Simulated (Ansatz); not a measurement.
CsCaH₃:
```
CELL_PARAMETERS angstrom
      4.46808     0.00000     0.00000
      0.00000     4.46808     0.00000
      0.00000     0.00000     4.46808
ATOMIC_POSITIONS crystal
  Cs 0.00000 0.00000 0.00000
  Ca 0.50000 0.50000 0.50000
  H  0.50000 0.00000 0.50000
  H  0.00000 0.50000 0.50000
  H  0.50000 0.50000 0.00000
```

Relaxed with LDA. Special points in fractions of this cell's reciprocal vectors: Γ (0.000, 0.000, 0.000); X (0.000, 0.500, 0.000); M (0.500, 0.500, 0.000); R (0.500, 0.500, 0.500).

Question: List the band energies nearest the valence-band maximum at these points for the program Ansatz at the LDA level (PAW).

Answer: In eV from the valence-band maximum; about four levels below and three above (degenerate sets whole), none deeper than 8.9 eV; points with the same levels are listed once.

```tsv
k	below	above
Γ	-6.87 -6.87 -6.87 -3.10 -0.97 -0.97	5.43 5.43 5.43
X	-6.83 -6.83 -1.27 -1.05 -0.66	4.54 5.22 5.22
M	-6.76 -1.81 0.00 0.00	2.67 4.13 4.13
R	-7.27 -7.27 -7.27 -0.80 -0.80 -0.80	4.58 4.58 4.58
```

Space group Pm-3m (cubic perovskite). The first step of the workflow began from a Materials Project structure, measured or hypothetical; the Crystallography Open Database copy checked does not list it. Its standing as an ambient phase is unchecked. Symmetry was held in the LDA relaxation; phonons on a q-mesh show no instability. Scalar-relativistic: spin–orbit coupling is off unless named, which matters more the heavier the elements.

Potentials: the later of the program's two PAW sets.
